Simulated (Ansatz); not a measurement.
The guess for TlZnAgC6N6 was made by a generator: cyanide-bridged rock-salt net of two metals, 1 guest cations a cell (F-43m, No. 216). The dimensions are guesses.

```yaml
crystal:
  lattice:
    - [0.00000, 5.19950, 5.19950]
    - [5.19950, 0.00000, 5.19950]
    - [5.19950, 5.19950, 0.00000]
  atoms:
    - { symbol: Zn, position: [0.50000, 0.50000, 0.50000] }
    - { symbol: Tl, position: [0.75000, 0.75000, 0.75000] }
    - { symbol: Ag, position: [0.00000, 0.00000, 0.00000] }
    - { symbol: C, position: [0.80556, 0.19444, 0.19444] }
    - { symbol: C, position: [0.19444, 0.19444, 0.80556] }
    - { symbol: C, position: [0.80556, 0.19444, 0.80556] }
    - { symbol: C, position: [0.19444, 0.80556, 0.80556] }
    - { symbol: C, position: [0.80556, 0.80556, 0.19444] }
    - { symbol: C, position: [0.19444, 0.80556, 0.19444] }
    - { symbol: N, position: [0.69305, 0.30695, 0.30695] }
    - { symbol: N, position: [0.30695, 0.30695, 0.69305] }
    - { symbol: N, position: [0.69305, 0.30695, 0.69305] }
    - { symbol: N, position: [0.30695, 0.69305, 0.69305] }
    - { symbol: N, position: [0.69305, 0.69305, 0.30695] }
    - { symbol: N, position: [0.30695, 0.69305, 0.30695] }
```

Theory: Ansatz 0.2.0, DFT PBE, scalar-relativistic, plane waves, PAW. Cutoff 420 eV, Gaussian smearing, Γ-centred meshes. Cell and atoms relax first on a coarse mesh and then on a converged one. In between, the cell is made exact in the group found at 0.06 Å. The steps can't lower the symmetry of their start. Collinear spin is switched on along the way, since trial moments persisted in a coarse test.

A guess keeps its type if space group and coordination stay and the shape of the cell changes little (axis ratios within about 15 %, angles within 6°); the volume may change.

Q: Does this structure survive the relaxation?

A: It keeps its type. The symmetry stays F-43m (No. 216). The volume per atom grows by 19.8 %, from 18.7 to 22.5 Å³. The shortest distance stays 1.17 Å (C–N). Counting neighbours within 15 % of an atom's shortest distance, the start has Ag 6, C 1, N 1, Tl 24, Zn 6 and the end Ag 6, C 1, N 1, Tl 24, Zn 6.

The last run used collinear spin, a 6×6×6 mesh for its 15-atom cell and Gaussian smearing of 0.02 eV. These runs have no spin–orbit coupling, which can matter for Tl. The magnetic state reached may not be the lowest. A structure relaxed within its symmetry needn't be a true minimum.
